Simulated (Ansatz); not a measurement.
# NiSi₂: pressure against volume

NiSi₂, Fm-3m, a = 5.386 Å. Ansatz: r2SCAN, PAW, 500 eV, Γ-centred 14×14×14 mesh on 3 atoms, Gaussian smearing 0.10 eV; no spin polarisation. Symmetry fixes shape and atoms, so the cell is only scaled; pressure is positive in compression.

```
V (Å³/atom) P (GPa)
     12.239    11.56
     12.630     5.22
     13.021     0.01
     13.411    -4.41
     13.802        ?
```

Take V0 = 13.021 Å³/atom, count pressures from its P0 = 0.01 GPa, fit the third-order Birch–Murnaghan form to the other rows, and predict the missing pressure.

With the Eulerian strain f = ½[(V0/V)^(2/3) − 1] and y = (P − P0)/[3f(1 + 2f)^(5/2)], the form is the line y = B0 + 1.5 B0 (B0′ − 4) f. Rows (f, y): 0.02108, 164.7; 0.01027, 160.7; -0.00974, 158.9. Means f = 0.007203, y = 161.43; Σ(Δf)² = 0.0004890, ΣΔfΔy = 0.08600; the slope is their ratio. y = 160.2 + 175.9 f GPa, so B0 = 160.2 GPa and B0′ = 4 + 2 × (175.9)/(3 × 160.2) = 4.73. At V = 13.802, f = -0.01904, y = 156.85 and P = -8.12 GPa. The run gave -8.16 GPa, so the fit is 0.04 GPa too high, within the rms miss on the fitted rows (0.04 GPa). The form still works here, 33 % of the fitted range beyond its end.

Cost: 5 runs of about 1.4 core-minutes in all, on AMD EPYC 7R43 (Zen 3) (shared hosts).